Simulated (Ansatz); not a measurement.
**Computed properties of AlGa3As4**

AlGa₃As₄:
```
CELL_PARAMETERS angstrom
      4.06253     0.00000     0.00000
      0.00000     4.06253     0.00000
      0.00000     0.00000    11.46621
ATOMIC_POSITIONS crystal
  Ga 0.00000 0.00000 0.74973
  As 0.50000 0.00000 0.87489
  Ga 0.50000 0.50000 0.00000
  As 0.00000 0.50000 0.12511
  Ga 0.00000 0.00000 0.25027
  As 0.50000 0.00000 0.37595
  Al 0.50000 0.50000 0.50000
  As 0.00000 0.50000 0.62405
```

Space group P-4m2 (No. 115); conventional cell a = b = 4.0625 Å, c = 11.4662 Å, α = β = γ = 90.00°.

Method: PBE in the plane-wave PAW code Ansatz. Geometry: relaxed at this level of theory. Other levels are named where they apply.

Cell and energy:

```
Item                                                          Result
-----------------------------------------------------  -------------
Volume per atom                                             23.65 Å³
Density                                                   4.70 g/cm³
Formation energy from the elements (no fitted shifts)  -0.38 eV/atom
```

Electronic structure:

```
Quantity                                                                             Result
------------------------------------------------  -----------------------------------------
Band gap                                                                   0.53 eV (direct)
Valence-band maximum                                                                   at Γ
Conduction-band minimum                                                                at Γ
Electron effective mass                           0.034, 0.034, 0.036 mₑ (principal values)
Electron effective mass with spin–orbit coupling  0.032, 0.032, 0.034 mₑ (principal values)
Hole effective mass, band 1 of 2 at the edge                 2.8 along x, 0.40 along z (mₑ)
Hole effective mass, band 2 of 2 at the edge               0.032 along x, 0.40 along z (mₑ)
Hole effective mass with spin–orbit coupling       0.055, 0.058, 0.40 mₑ (principal values)
Gap with spin–orbit coupling                                                        0.42 eV
```

Mechanics:

```
Quantity                               Value
----------------------------------  --------
Bulk modulus (Birch–Murnaghan fit)  62.1 GPa
Pressure derivative B′                   4.8
```

The start of the workflow was typed in or built on a structure type; neither database checked (COD, Materials Project) lists it. Whether it is the stable phase at ambient conditions was not checked. Symmetry was held in the PBE relaxation; whether a distortion lowers the energy is not shown. The references are the lowest solids computed at this level, not always the standard phases. Scalar-relativistic: spin–orbit coupling is off unless named, which matters more the heavier the elements.

Potentials: the earlier of the program's two PAW sets.
